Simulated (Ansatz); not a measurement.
Convergence test, CuTe

These are results of DFT r2SCAN, scalar-relativistic, plane waves, PAW (Ansatz 0.2.0), not measurements.

```yaml
crystal:
  lattice:
    - [3.10000, 0.00000, 0.00000]
    - [0.00000, 4.02000, 0.00000]
    - [0.00000, 0.00000, 6.86000]
  atoms:
    - { symbol: Cu, position: [0.00000, 0.50000, 0.44900] }
    - { symbol: Cu, position: [0.50000, 0.00000, 0.55100] }
    - { symbol: Te, position: [0.00000, 0.00000, 0.22300] }
    - { symbol: Te, position: [0.50000, 0.50000, 0.77700] }
```

| Property | Result |
| --- | --- |
| plane-wave cutoff | 500 eV |
| occupation rule | Gaussian smearing, 0.1 eV |
| spin treatment | unpolarised |

The atoms stay fixed while the k-point mesh is varied. ΔE is the energy extrapolated to zero smearing, less that of the reference run (14×10×6). The cell isn't necessarily relaxed at this level. The meshes are Γ-centred. Spin–orbit coupling is left out. Pressure is positive in compression.

(1) One run gave ΔE = 2165 meV/atom and P = 17.63 GPa. Which k-point mesh did it use, of 1×1×1, 2×2×1, 4×4×2, 6×4×4, 6×6×4, 8×6×4, 10×8×4, 12×10×6?

Answers

(1) 1×1×1. All runs:

```
   mesh  ΔE (meV/atom) P (GPa) largest change of a force component (eV/Å) irreducible points
  1×1×1           2165    17.63                                       0.722                   1
  2×2×1          -50.2     3.51                                       0.382                   4
  4×4×2          -8.59     4.49                                       0.298                  18
  6×4×4           20.6     3.89                                       0.115                  36
  6×6×4           24.3     3.87                                       0.129                  48
  8×6×4          -16.3     3.98                                       0.027                  60
 10×8×4           6.88     3.96                                       0.045                  90
12×10×6          -4.74     3.91                                       0.026                 168
14×10×6           0.00     4.05                                       0.000                 192
```